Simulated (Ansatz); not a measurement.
## Two states of Eu

```yaml
crystal:
  lattice:
    - [-4.51547, 4.51547, 4.51547]
    - [2.25773, -2.25773, 2.25773]
    - [2.25773, 2.25773, -2.25773]
  atoms:
    - { symbol: Eu, position: [0.00000, 0.00000, 0.00000] }
    - { symbol: Eu, position: [0.50000, 0.00000, 0.00000] }
```

Single point in Ansatz 0.2.0 with PBE. Cutoff 420 eV, PAW datasets, 4×8×8 Γ-centred k mesh, cold filling (width 0.0177 eV).

State A: Eu1 up, Eu2 down (collinear spin). State B: Eu1 up, Eu2 up (collinear spin).

Task: Which state is lower, and how do they differ?

Result: State B is lower by 11.5 meV an atom at zero smearing.

```json
{"state": "A", "free energy (meV/atom)": "11.6", "largest moment in a small sphere (μB)": "7.00", "net moment (μB/cell)": "0.00", "gap on mesh (eV)": "metal", "pressure (GPa)": "-1.0", "largest force (eV/Å)": "0.00"}
{"state": "B", "free energy (meV/atom)": "0.0", "largest moment in a small sphere (μB)": "7.02", "net moment (μB/cell)": "14.48", "gap on mesh (eV)": "metal", "pressure (GPa)": "-1.2", "largest force (eV/Å)": "0.00"}
```

Origin: a database entry at a rescaled volume. Caveats: f shells without a U or exact exchange are poorly placed.
